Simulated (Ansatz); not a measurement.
Cd$_{2}$HgSe$_{3}$ (C2) at 3 levels of theory

One geometry, relaxed with PBE; plane waves with PAW potentials in Ansatz, scalar-relativistic unless the row names spin-orbit coupling. No spin polarisation but for the spin–orbit row. Gaps are the least over mesh and band path; pressure is positive in compression.

```cif
data_structure
_symmetry_space_group_name_H-M 'P 1'
_symmetry_Int_Tables_number 1
_cell_length_a 4.3688
_cell_length_b 4.3688
_cell_length_c 10.0490
_cell_angle_alpha 95.013
_cell_angle_beta 95.013
_cell_angle_gamma 58.780
_cell_volume 163.20
loop_
_atom_site_label
_atom_site_type_symbol
_atom_site_fract_x
_atom_site_fract_y
_atom_site_fract_z
_atom_site_occupancy
Cd1 Cd 0.40896 0.00308 0.33588 1
Cd2 Cd 0.99692 0.59104 0.66412 1
Hg1 Hg 0.68639 0.31361 0.00000 1
Se1 Se 0.45411 0.03197 0.82134 1
Se2 Se 0.48558 0.51442 0.50000 1
Se3 Se 0.96803 0.54589 0.17865 1
```

```json
{"level": "PBE", "cutoff (eV)": "420", "k mesh": "8×8×4", "gap (eV)": "0.66", "pressure (GPa)": "0.0"}
{"level": "r2SCAN", "cutoff (eV)": "500", "k mesh": "8×8×4", "gap (eV)": "0.97", "pressure (GPa)": "-1.7"}
{"level": "PBE with spin-orbit coupling", "cutoff (eV)": "420", "k mesh": "8×8×4", "gap (eV)": "0.64", "pressure (GPa)": "-0.2"}
```

Spin-orbit coupling matters for the bands of heavy elements and enters only rows that name it.

It was reached by relaxing an invented guess, and it needn't be the stable form of this composition.
